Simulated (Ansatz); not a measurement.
Bi$_{2}$TeO$_{2}$:
```cif
data_Bi2O2Te
_chemical_formula_sum 'Bi2 Te1 O2'
_space_group_name_H-M_alt 'P-3m1'
_space_group_IT_number 164
_space_group_name_Hall '-P 3 2"'
_cell_length_a 4.03596
_cell_length_b 4.03596
_cell_length_c 7.33031
_cell_angle_alpha 90.000
_cell_angle_beta 90.000
_cell_angle_gamma 120.000
loop_
_atom_site_label
_atom_site_type_symbol
_atom_site_symmetry_multiplicity
_atom_site_Wyckoff_symbol
_atom_site_fract_x
_atom_site_fract_y
_atom_site_fract_z
_atom_site_occupancy
Bi1 Bi 2 d 0.33333 0.66667 0.20167 1
Te1 Te 1 b 0.00000 0.00000 0.50000 1
O1 O 2 d 0.66667 0.33333 0.11439 1
```

Relaxed with PBEsol.

### Question
Decompose the optical modes at the zone centre into irreducible representations, and say which are infrared and Raman allowed.

### Answer
Point group -3m: Γ_opt = 2A1g + 2A2u + 2Eg + 2Eu. Infrared: A2u, Eu. Raman: A1g, Eg.

### Question
Assign frequencies (DFPT, plane-wave PAW PBEsol (Ansatz code); without the LO–TO term).

### Answer
A2u 52, Eg 67, Eu 80, A1g 147, Eu 210, Eg 286, A2u 292, A1g 361 cm⁻¹.

The start of the workflow was typed in or built on a structure type; neither database checked (COD, Materials Project) lists it. Its standing as an ambient phase is unchecked. The PBEsol relaxation kept the symmetry of its start; its stability against distortions is not shown here. The volume moved by 21 % from the start of the relaxation. Spin–orbit coupling is left out wherever it is not named.

Potentials: the later of the program's two PAW sets.
